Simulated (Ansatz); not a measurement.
As on a Si site in Si

These are results of Ansatz, DFT PBE, scalar-relativistic, plane waves, PAW, not measurements. Run with 420 eV cutoff, 2×2×2 k-mesh, Gaussian smearing of 0.01 eV, collinear spin in charge 0 alone.

Host crystal, relaxed:

```
Si
1.0
     0.00000    2.73505    2.73505
     2.73505    0.00000    2.73505
     2.73505    2.73505    0.00000
Si
2
Direct
  0.75000 0.75000 0.75000
  0.50000 0.50000 0.50000
```

Supercell of 54 atoms, rows in host cell vectors: 0 0 -3; 0 -3 0; -3 0 0. Atoms relax at the host's cell from a start displaced at random by 0.06 Å near the defect, so other minima may exist. The cell is small, so energies carry finite-size errors of tenths of an eV. The host's Kohn–Sham gap is 0.61 eV.

Starting moments were lost in some runs.

Defect: As on a Si site, charge 0.

Command:

```bash
ansatz run input.yaml --threads 8 --pin off --max-ram 20480MiB --backend cpu --events-out ev --progress --plain --runs-dir out
```

The input:

```yaml
crystal:
  lattice:
    - [-8.2051406327, -8.2051406327, 0.0]
    - [-8.2051406327, 0.0, -8.2051406327]
    - [0.0, -8.2051406327, -8.2051406327]
  atoms:
    - { symbol: As, position: [0.4220105204, 0.4033086459, 0.4202087213], spin: 0.2 }
    - { symbol: Si, position: [0.0833333333, 0.4166666667, 0.4166666667] }
    - { symbol: Si, position: [0.75, 0.4166666667, 0.4166666667] }
    - { symbol: Si, position: [0.4166666667, 0.0833333333, 0.4166666667] }
    - { symbol: Si, position: [0.0833333333, 0.0833333333, 0.4166666667] }
    - { symbol: Si, position: [0.75, 0.0833333333, 0.4166666667] }
    - { symbol: Si, position: [0.4166666667, 0.75, 0.4166666667] }
    - { symbol: Si, position: [0.0833333333, 0.75, 0.4166666667] }
    - { symbol: Si, position: [0.75, 0.75, 0.4166666667] }
    - { symbol: Si, position: [0.4166666667, 0.4166666667, 0.0833333333] }
    - { symbol: Si, position: [0.0833333333, 0.4166666667, 0.0833333333] }
    - { symbol: Si, position: [0.75, 0.4166666667, 0.0833333333] }
    - { symbol: Si, position: [0.4166666667, 0.0833333333, 0.0833333333] }
    - { symbol: Si, position: [0.0833333333, 0.0833333333, 0.0833333333] }
    - { symbol: Si, position: [0.75, 0.0833333333, 0.0833333333] }
    - { symbol: Si, position: [0.4166666667, 0.75, 0.0833333333] }
    - { symbol: Si, position: [0.0833333333, 0.75, 0.0833333333] }
    - { symbol: Si, position: [0.75, 0.75, 0.0833333333] }
    - { symbol: Si, position: [0.4166666667, 0.4166666667, 0.75] }
    - { symbol: Si, position: [0.0833333333, 0.4166666667, 0.75] }
    - { symbol: Si, position: [0.75, 0.4166666667, 0.75] }
    - { symbol: Si, position: [0.4166666667, 0.0833333333, 0.75] }
    - { symbol: Si, position: [0.0833333333, 0.0833333333, 0.75] }
    - { symbol: Si, position: [0.75, 0.0833333333, 0.75] }
    - { symbol: Si, position: [0.4166666667, 0.75, 0.75] }
    - { symbol: Si, position: [0.0833333333, 0.75, 0.75] }
    - { symbol: Si, position: [0.75, 0.75, 0.75] }
    - { symbol: Si, position: [0.4934131312, 0.4855867212, 0.5109584422], spin: 0.2 }
    - { symbol: Si, position: [0.1683151925, 0.4948927705, 0.5033343934], spin: 0.2 }
    - { symbol: Si, position: [0.8333333333, 0.5, 0.5] }
    - { symbol: Si, position: [0.4978533145, 0.1812499626, 0.4966393368], spin: 0.2 }
    - { symbol: Si, position: [0.1666666667, 0.1666666667, 0.5] }
    - { symbol: Si, position: [0.8333333333, 0.1666666667, 0.5] }
    - { symbol: Si, position: [0.5, 0.8333333333, 0.5] }
    - { symbol: Si, position: [0.1666666667, 0.8333333333, 0.5] }
    - { symbol: Si, position: [0.8333333333, 0.8333333333, 0.5] }
    - { symbol: Si, position: [0.4974703129, 0.5024921954, 0.1700755173], spin: 0.2 }
    - { symbol: Si, position: [0.1666666667, 0.5, 0.1666666667] }
    - { symbol: Si, position: [0.8333333333, 0.5, 0.1666666667] }
    - { symbol: Si, position: [0.5, 0.1666666667, 0.1666666667] }
    - { symbol: Si, position: [0.1666666667, 0.1666666667, 0.1666666667] }
    - { symbol: Si, position: [0.8333333333, 0.1666666667, 0.1666666667] }
    - { symbol: Si, position: [0.5, 0.8333333333, 0.1666666667] }
    - { symbol: Si, position: [0.1666666667, 0.8333333333, 0.1666666667] }
    - { symbol: Si, position: [0.8333333333, 0.8333333333, 0.1666666667] }
    - { symbol: Si, position: [0.5, 0.5, 0.8333333333] }
    - { symbol: Si, position: [0.1666666667, 0.5, 0.8333333333] }
    - { symbol: Si, position: [0.8333333333, 0.5, 0.8333333333] }
    - { symbol: Si, position: [0.5, 0.1666666667, 0.8333333333] }
    - { symbol: Si, position: [0.1666666667, 0.1666666667, 0.8333333333] }
    - { symbol: Si, position: [0.8333333333, 0.1666666667, 0.8333333333] }
    - { symbol: Si, position: [0.5, 0.8333333333, 0.8333333333] }
    - { symbol: Si, position: [0.1666666667, 0.8333333333, 0.8333333333] }
    - { symbol: Si, position: [0.8333333333, 0.8333333333, 0.8333333333] }
  host:
    lattice:
      - [0.0, 2.7350468776, 2.7350468776]
      - [2.7350468776, 0.0, 2.7350468776]
      - [2.7350468776, 2.7350468776, 0.0]
    atoms:
      - { symbol: Si, position: [0.75, 0.75, 0.75] }
      - { symbol: Si, position: [0.5, 0.5, 0.5] }
basis:
  ecutwfc: 420
  xc_grid: 2
kpoints:
  mp_grid: { grid: [2, 2, 2], shift: [0.0, 0.0, 0.0] }
hamiltonian:
  xc: pbe
scf:
  occupations: { method: gaussian, width: 0.01 }
output:
  forces: true
  stress: false
  eigenvalues: true
  populations: true
  charged_corrections:
    defect_position: [0.41666667, 0.41666667, 0.41666667]
    epsilon: [[12.9823, 0.0, 0.0], [0.0, 12.9823, 0.0], [0.0, 0.0, 12.9823]]
  write_density: true
  write_potential: true
  elf: true
  volumetric_format: npy
magnetization:
  spin_polarized: true
relax:
  adjacent_minimum: "off"
  f_tol: 0.025
  max_steps: 45
```

From the output:

```
Warning: RAYON_NUM_THREADS=8 ignored (pool sized by the plan → 8); use --threads N
Crystal: 54 atoms, lattice volume = 1104.811 Å³
Basis set: ecut = 420 eV, 21595 PW (Γ), exchange–correlation on 160×160×160 points (8 copies of the dense FFT grid, shifted against one another)
Bands: 168, of which v1, the nominal top of the filled ones, is band 114 counted from 1 (113 counted from 0)
Symmetry: 1 space group operations
Space group: P1 (ITA 1), of the structure as read, at distance tolerance 1.0e-4 Å
k-points: 8
relax step   1: F+E_penalty+E_count = -38551.94281163 eV  Δ(F+E_penalty+E_count) = +0.000e0 eV  max|allowed force component| = 3.235e0 eV/Å  Δτ_max = 0.0000 Å
relax step   2: F+E_penalty+E_count = -38552.95347410 eV  Δ(F+E_penalty+E_count) = -1.011e0 eV  max|allowed force component| = 7.621e-1 eV/Å  Δτ_max = 0.1936 Å
relax step   3: F+E_penalty+E_count = -38553.03120341 eV  Δ(F+E_penalty+E_count) = -7.773e-2 eV  max|allowed force component| = 3.752e-2 eV/Å  Δτ_max = 0.0622 Å
relax step   4: F+E_penalty+E_count = -38553.03120425 eV  Δ(F+E_penalty+E_count) = -8.360e-7 eV  max|allowed force component| = 3.770e-2 eV/Å  Δτ_max = 0.0000 Å
relax step   5: F+E_penalty+E_count = -38553.03177908 eV  Δ(F+E_penalty+E_count) = -5.748e-4 eV  max|allowed force component| = 3.628e-3 eV/Å  Δτ_max = 0.0057 Å
SCF converged after 5 iterations
Free energy (F): -38553.031779 eV
E sigma→0 (E₀):  -38553.031771 eV
Fermi energy:    6.805625 eV
```

The relaxation gained 1.09 eV in 5 steps. It took 6.2 min on 8 threads of AMD EPYC (Zen 3), on a shared host, peak memory 8.4 GiB.